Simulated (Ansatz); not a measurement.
Space group Pm-3m (No. 221). a = 3.156 Å, b = 3.156 Å, c = 3.156 Å, α = 90.00°, β = 90.00°, γ = 90.00°
```tsv
atom	site	symmetry	x	y	z
Ti	1b	m-3m	0.5000	0.5000	0.5000
Al	1a	m-3m	0.0000	0.0000	0.0000
```

Equation of state of this TiAl structure (not necessarily the ground state), with shape and atoms relaxed at each volume where symmetry leaves them free. It has no gap at any of these volumes. The calculation used DFT PBEsol, scalar-relativistic, plane waves, PAW in Ansatz 0.2.0.

Cutoff 420 eV; k points 14×14×14 on the computed 2-atom cell (Γ-centred); Gaussian smearing, width 0.10 eV; no spin polarisation.

```csv
V (Å³/atom),E − E(largest V) (meV/atom),P (GPa)
13.835,52.27,19.43
14.307,4.25,13.42
14.779,-27.36,8.26
15.250,-44.86,3.81
15.722,-50.19,-0.03
16.193,-45.03,-3.33
16.665,-30.84,-6.18
17.294,0.00,-9.36
```

Problem. Fit a third-order Birch–Murnaghan equation to E(V).

Solution. V0 = 15.71 Å³/atom, B0 = 119 GPa, B0' = 3.9.